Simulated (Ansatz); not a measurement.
Profile along the O–Ni line in NiO (rock salt)

NiO (rock salt)

```xyz
2
Lattice="0.0000 2.0578 2.0578 2.0578 0.0000 2.0578 2.0578 2.0578 0.0000" Properties=species:S:1:pos:R:3 pbc="T T T"
O      0.0000     0.0000     0.0000
Ni     2.0578     2.0578     2.0578
```

Fields along a shortest O–Ni line of a {100} plane (2.06 Å), from O to Ni, interpolated on the slice's grid (step about 0.1 Å). The numbers are results of PBEsol (plane waves to 420 eV, PAW, scalar-relativistic; Ansatz, a first-principles code), not measurements. k mesh 19×19×19. Inside the PAW spheres the values are not all-electron values, and peaks at nuclei hang on which shells count as valence. NiO is run spin-polarised and with no Hubbard U; the real compound is an antiferromagnetic insulator, a state that this run doesn't describe. NiO was relaxed with its symmetry unable to fall. Relaxed NiO ends ferromagnetic. Other magnetic orders were not checked, so this need not be the ground state.

| distance from O (Å) | valence electron density (e/Å³) | spin density, up minus down (e/Å³) | electron localisation function | ELF of the up spins | ELF of the down spins |
|---|---|---|---|---|---|
| 0.00 | 7.60 | 0.35 | x | x | x |
| 0.10 | 7.39 | 0.34 | x | x | x |
| 0.21 | 6.74 | 0.30 | x | x | x |
| 0.31 | 5.63 | 0.25 | x | x | x |
| 0.41 | 4.23 | 0.17 | 0.75 | 0.75 | 0.75 |
| 0.52 | 2.85 | 0.10 | 0.81 | 0.81 | 0.81 |
| 0.62 | 1.80 | 0.05 | 0.82 | 0.81 | 0.82 |
| 0.72 | 1.15 | 0.02 | 0.78 | 0.75 | 0.80 |
| 0.82 | 0.78 | 0.01 | 0.62 | 0.55 | 0.69 |
| 0.93 | 0.58 | 0.01 | 0.36 | 0.29 | 0.45 |
| 1.03 | 0.49 | 0.03 | 0.16 | 0.14 | 0.19 |
| 1.13 | 0.53 | 0.06 | 0.10 | 0.12 | 0.08 |
| 1.24 | 0.78 | 0.14 | 0.11 | 0.16 | 0.06 |
| 1.34 | 1.46 | 0.29 | 0.14 | 0.21 | 0.08 |
| 1.44 | 3.03 | 0.56 | 0.21 | 0.27 | 0.14 |
| 1.54 | 6.46 | 0.99 | 0.30 | 0.34 | 0.25 |
| 1.65 | 13.39 | 1.55 | 0.40 | 0.41 | 0.39 |
| 1.75 | 25.30 | 2.19 | x | x | x |
| 1.85 | 40.90 | 3.00 | x | x | x |
| 1.96 | 54.85 | 3.87 | x | x | x |
| 2.06 | 60.96 | 4.30 | x | x | x |

x: too close to a nucleus for the ELF to mean much.

Density on the O–Ni line (2.06 Å) at its midpoint: 0.49 e/Å³. ELF at that point: 0.16.
